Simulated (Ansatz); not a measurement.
The relaxed structure here is a generated cell of Co2Si: the first start was made by a random draw of sites in a space group, and the end was not matched to a known phase here, so it may be hypothetical.

One stationary structure of Co$_{2}$Si. Space group P3₁21 (No. 152). Method: PBEsol (plane waves to 420 eV, PAW, scalar-relativistic; Ansatz, a first-principles code).

```xyz
9
Lattice="4.9517 0.0000 0.0000 -2.4759 4.2883 0.0000 0.0000 0.0000 4.6602" Properties=species:S:1:pos:R:3 pbc="T T T"
Co     2.6722     0.0000     3.8835
Co    -1.3361     2.3142     0.7767
Co     1.1398     1.9742     2.3301
Co     4.0904     0.0000     1.5534
Co    -2.0452     3.5424     3.1068
Co     0.4307     0.7459     0.0000
Si     1.9393     0.0000     1.5534
Si    -0.9696     1.6795     3.1068
Si     1.5062     2.6089     0.0000
```

What magnetic moment does PBEsol give?

Net 0.16 μB/atom, ferromagnetic.

Spin state reached: ferromagnetic (net 0.16 μB/atom), from parallel starting moments; other spin orders were not run from this start.

The run could not lose the symmetry of its start: the end is stationary, and may be a saddle point rather than a minimum.
